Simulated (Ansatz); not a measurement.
## ⁷⁵As nuclear quadrupole resonance in CsAsH2O4

Cell: a computed structure from the Materials Project (it need not be an observed phase).

Space group Fdd2 (No. 43); a = 11.2595, b = 11.7106, c = 7.9970 Å.

| site | Wyckoff | site symmetry | x | y | z |
| --- | --- | --- | --- | --- | --- |
| Cs | 8a | ..2 | 0.7500 | 0.2500 | 0.4912 |
| H | 16b | 1 | 0.4319 | 0.2918 | 0.3723 |
| As | 8a | ..2 | 0.7500 | 0.2500 | 0.0067 |
| O9 | 16b | 1 | 0.1288 | 0.7769 | 0.8712 |
| O10 | 16b | 1 | 0.2772 | 0.3701 | 0.6203 |

One atom of each set is listed; the run and its k-mesh use a cell of 16 atoms with edges of 7.09, 6.91, 8.12 Å.

Method: Kohn–Sham DFT in Ansatz, PBE, plane waves and PAW, scalar-relativistic, 420 eV cutoff, Γ-centred 4×4×4 k-points, Fermi–Dirac smearing 0.02 eV.

⁷⁵As: I = 3/2, Q = 311.0 mb (year-2017 value). Static lattice, zero field.

**Question.** Predict the zero-field ⁷⁵As lines of each site.

**Answer.** For I = 3/2 there is one line, ν = (|C_Q|/2)(1 + η²/3)^½.

| site | atoms | V_zz (10²¹ V/m²) | C_Q (MHz) | η | line frequencies (MHz) |
| --- | --- | --- | --- | --- | --- |
| As | 2 | -7.53 | -56.6 | 0.58 | 29.8 |

The largest force is 0.6 eV/Å, so the atoms aren't at the calculated equilibrium and relaxing them would move these values. A computed database structure should lie near equilibrium, so this entry is doubtful.
